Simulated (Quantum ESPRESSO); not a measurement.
# Band energies of KHgF3

```
KHgF3
1.0
    3.20196    -3.20810     0.00000
    3.20196     3.20810     0.00000
    0.00000     0.00000     4.52439
F K Hg
3 1 1
Direct
  0.00000   0.50000   0.00000
  0.50000   0.00000   0.00000
  0.50000   0.50000   0.50000
  0.00000   0.00000   0.50000
  0.50000   0.50000   0.00000
```

LDA (Quantum ESPRESSO, PseudoDojo norm-conserving, 84 Ry, without SOC); path ΓXSRAZΓYX1A1TY,ZT; energies in eV from the valence-band maximum.

```
k (1/Å)  point  band 21  band 22  band 23  band 24  band 25  band 26  band 27  band 28
-------  -----  -------  -------  -------  -------  -------  -------  -------  -------
0.00         Γ    -2.59    -2.58    -2.58    -2.58    -2.57     0.30     6.22     7.19
0.39              -2.51    -2.46    -2.43    -2.41    -1.76     1.64     6.40     7.37
0.78              -2.27    -2.23    -2.19    -2.18    -0.27     3.80     6.62     7.13
0.98         X    -2.22    -2.19    -2.14    -2.14    -0.01     4.26     7.00     7.00
1.44              -2.60    -2.49    -2.14    -2.12    -1.39     3.16     5.66     7.96
1.67         S    -2.63    -2.61    -2.14    -2.12    -2.11     2.97     5.45     7.82
1.90              -2.60    -2.50    -2.14    -2.12    -1.39     3.16     5.67     7.96
2.37         R    -2.23    -2.19    -2.15    -2.14     0.00     4.27     7.01     7.01
2.60              -2.17    -2.15    -2.15    -1.83     0.00     4.41     6.85     6.85
3.06         A    -2.11    -2.11    -2.11    -0.01     0.00     5.53     6.40     6.41
3.55              -2.40    -2.18    -2.14    -1.39    -0.64     3.82     6.22     7.54
3.87              -2.65    -2.52    -2.13    -2.12    -1.76     3.08     5.56     7.90
4.04         Z    -2.62    -2.61    -2.14    -2.12    -2.12     2.99     5.45     7.83
4.38              -2.60    -2.59    -2.39    -2.34    -2.34     1.48     6.17     7.50
4.73         Γ    -2.59    -2.58    -2.58    -2.58    -2.57     0.30     6.22     7.19
5.22              -2.45    -2.40    -2.37    -2.34    -1.33     2.20     6.45     7.39
5.55              -2.26    -2.22    -2.17    -2.17    -0.19     3.93     6.69     7.10
5.71         Y    -2.22    -2.19    -2.14    -2.14    -0.01     4.26     7.00     7.00
5.71        X1    -2.22    -2.19    -2.14    -2.14    -0.01     4.26     7.00     7.00
5.88              -2.21    -2.18    -2.14    -2.14    -0.01     4.34     6.91     6.91
6.23              -2.13    -2.13    -2.12    -0.29    -0.01     5.09     6.48     6.49
6.40        A1    -2.11    -2.11    -2.11    -0.01     0.00     5.53     6.40     6.41
6.40         T    -2.11    -2.11    -2.11    -0.01     0.00     5.53     6.40     6.41
6.58              -2.13    -2.13    -2.12    -0.29    -0.01     5.09     6.48     6.49
6.93              -2.21    -2.18    -2.14    -2.14    -0.01     4.34     6.91     6.91
7.10         Y    -2.22    -2.19    -2.14    -2.14    -0.01     4.26     7.00     7.00
7.10         Z    -2.62    -2.61    -2.14    -2.12    -2.12     2.99     5.45     7.83
7.26              -2.65    -2.52    -2.13    -2.12    -1.76     3.08     5.56     7.90
7.59              -2.40    -2.17    -2.14    -1.39    -0.64     3.82     6.22     7.52
8.08         T    -2.11    -2.11    -2.11    -0.01     0.00     5.53     6.40     6.41
```

The LDA gap is indirect, 0.31 eV, from A to Γ; the smallest direct gap is 2.88 eV. Another valence extremum on the path lies within 0.02 eV, too close to call.

Spin-orbit coupling is left out, which matters for elements this heavy: edges can move by tenths of an eV.

Geometry of the Materials Project entry, not relaxed at this level.

Letters of k points follow the standard setting of the lattice, whose axes may be ordered differently from the printed cell.
